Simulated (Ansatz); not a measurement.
Here is the system:

AlRu:
```yaml
crystal:
  lattice:
    - [2.97620, 0.00000, 0.00000]
    - [0.00000, 2.97620, 0.00000]
    - [0.00000, 0.00000, 2.97620]
  atoms:
    - { symbol: Ru, position: [0.00000, 0.00000, 0.00000] }
    - { symbol: Al, position: [0.50000, 0.50000, 0.50000] }
```

This is the PBEsol-relaxed structure.

**Question.** All from plane-wave PAW PBEsol (Ansatz code), unless another level is named. Estimate the density of states at the Fermi level.

**Answer.** 0.79 states/eV per atom (mean over ±0.08 eV).

**Question.** What about the formation energy from the elements (no fitted shifts)?

**Answer.** -0.63 eV/atom.

Space group Pm-3m (CsCl type). The PBEsol relaxation kept the symmetry of its start. The run is not spin-polarised. The references are the lowest solids computed at this level, not always the standard phases. Scalar-relativistic: spin–orbit coupling is off unless named, which matters more the heavier the elements.

Potentials: the earlier of the program's two PAW sets. The files were generated under PBE; for other functionals the program regenerates the frozen cores, and for LDA and PBEsol the local potential too.
